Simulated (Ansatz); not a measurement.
## BiTe: an elastic constant from a strain scan

These are results of DFT r2SCAN, scalar-relativistic, plane waves, PAW (Ansatz 0.2.0), not measurements. The runs took a 500 eV cutoff, a Γ-centred 12×12×12 mesh and Gaussian smearing (0.15 eV). Spin–orbit coupling is left out, which can shift energies with elements as heavy as these. No spin polarisation. Energies are free energies at this smearing, counted from the undisturbed cell; pressure is positive in compression.

The starting cell (as given, not relaxed at this level; it stands at -0.8 GPa, and it needn't be the usual structure):

```
Bi Te
1.0
     2.42271    1.39875    3.31729
    -2.42271    1.39875    3.31729
     0.00000   -2.79750    3.31729
Bi Te
1 1
Direct
  0.50000 0.50000 0.50000
  0.00000 0.00000 0.00000
```

The cell is strained by ε times the Voigt pattern (0, 0, 1, 0, 0, 0) (xx, yy, zz, yz, xz, xy; engineering shear) with fractional coordinates fixed. The cell holds 2 atoms in V0 = 67.45 Å³. The stress column is τ = (1/V0) dE/dε, got from the stress tensor σ (compression positive) at each point as −det(1 + εP) σ : P(1 + εP)⁻¹, with P the pattern as a tensor.

| ε | ΔE (meV/atom) | τ (GPa) |
| --- | --- | --- |
| -0.0600 | 10.914 | -2.483 |
| -0.0300 | 0.535 | -0.832 |
| 0.0000 | 0.000 | 0.623 |
| 0.0150 | 2.969 | 1.244 |
| 0.0450 | 14.091 | 2.224 |
| 0.0600 | ? | ? |

**Question.** Which combination of elastic constants does this scan measure, and how large is it?

**Answer.** For small ε, τ = τ0 + Kε with K = pᵀCp, which for this pattern is C33 in the Cartesian frame shown. The parabola through τ at ε = -0.0300, 0 and 0.0150 has slope K = 44 GPa at zero. The energies per cell, E = NΔE, of the same two points give K = 2[E(ε₊)/ε₊ − E(ε₋)/ε₋]/[(ε₊ − ε₋)V0] = 46 GPa, in agreement.

**Question.** Predict the withheld row at ε = 0.0600 from the harmonic law, and compare.

**Answer.** ΔE = V0(τ0 ε + Kε²/2)/N = 24.448 meV/atom and τ = 3.25 GPa. The calculation gives 21.747 meV/atom and 2.62 GPa: the energy lies 11 % below the harmonic value, as bonds soften when stretched.

In a metal these slopes depend on the k mesh and the smearing.